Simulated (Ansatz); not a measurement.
How far is PAW off for TaN?

```xyz
6
Lattice="5.0813 0.0000 0.0000 -2.5406 4.4005 0.0000 0.0000 0.0000 2.9080" Properties=species:S:1:pos:R:3 pbc="T T T"
Ta    0.0000    0.0000    0.0000
Ta    0.0000    2.9337    1.4540
Ta    2.5406    1.4668    1.4540
N     2.5406    0.0000    0.0000
N     1.2703    2.2003    0.0000
N    -1.2703    2.2003    0.0000
```

Atoms are numbered in the order listed.

The geometry is COD entry 1539256, unchecked; take it as a test cell. The listed cell was then made from it by scaling, straining or moving an atom.

No spin–orbit coupling, which matters for the heavy atoms here.

Methods: DFT, LDA, PAW with Ansatz's default frozen-core files, scalar-relativistic (Ansatz 0.2.0); DFT, LDA, all-electron PAW with datasets made for the crystal, scalar-relativistic (Ansatz 0.2.0); DFT, LDA, all-electron LAPW, scalar-relativistic (Ansatz 0.2.0).

For PAW: a Γ-centred 5×5×8 k mesh, Fermi–Dirac smearing of 0.03 eV, cutoff 420 eV, no spin polarisation; the PAW files were made with PBE, and the program remakes their frozen cores for this functional; the mesh is coarse along some axis. The crystal-made all-electron datasets (AE datasets) take a cutoff of 520 eV at this cell. LAPW targets a basis error of 0.5 meV/atom. The Ansatz runs share mesh, smearing and spin set-up. Plane-wave (PAW) pressures include the program's estimate of the Pulay term.

Stress and pressure are positive in compression.

The change that made this cell: equal xx and yy strain of -2 %.

Spin–orbit coupling is left out, which moves gradients at and beside heavy atoms by some per cent and at worst by a factor of two.

In a metal, gradients converge slowly with the k mesh: the values move by tens of per cent from one mesh to another, at times in sign, so only the comparison on one mesh counts.

```json
{"quantity": "pressure (GPa)", "PAW": "7.54", "AE datasets": "7.38", "LAPW": "7.38"}
{"quantity": "stress xx (GPa)", "PAW": "9.71", "AE datasets": "9.61", "LAPW": "9.61"}
{"quantity": "stress zz (GPa)", "PAW": "3.20", "AE datasets": "2.91", "LAPW": "2.91"}
{"quantity": "field gradient Vzz at Ta1 (10²¹ V/m²)", "PAW": "-44.19", "AE datasets": "-44.61", "LAPW": "–"}
{"quantity": "field gradient Vzz at Ta2 (10²¹ V/m²)", "PAW": "-40.19", "AE datasets": "-37.03", "LAPW": "–"}
```

PAW's pressure differs from the LAPW value by +0.16 GPa.
